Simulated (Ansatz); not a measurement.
Values for one crystal, relaxed and computed with plane-wave PAW r²SCAN (Ansatz code); other levels are named.

Volume per atom: 8.94 Å³
Band gap: 0.21 eV (indirect)
Bulk modulus (Birch–Murnaghan fit): 123 GPa
HSE06 gap on the r²SCAN cell: 1.11 eV
Formation energy from the elements (no fitted shifts): -2.16 eV/atom
Smallest direct gap on the standard path: 0.36 eV
Gap with spin–orbit coupling: 0.21 eV

Question: Which of these materials gives this?
(A) BaTiO3, cubic perovskite
(B) Li2MoO3, P-1 (Pearson symbol aP12)
(C) BaTiB2O6, R-3 (Ba on 3a, Ti on 3b, B on 6c, O on 18f)
(D) CO2, Pa-3 (C on 4a, O on 8c)

Answer: B, Li2MoO3, P-1 (Pearson symbol aP12)

The workflow started from a Materials Project entry (that database holds measured and hypothetical structures alike); the Crystallography Open Database copy checked does not list it. Entries of such low symmetry are often ordered models of mixed-site phases. Whether it is the stable phase at ambient conditions was not checked. The cell was relaxed with r²SCAN under the symmetry of its start; its stability against distortions is not shown here. No spin polarisation was allowed. No Hubbard U is applied. The references are the lowest solids computed at this level, not always the standard phases (solids in place of the gases). Scalar-relativistic: spin–orbit coupling is off unless named, which matters more the heavier the elements.

Potentials: the later of the program's two PAW sets.
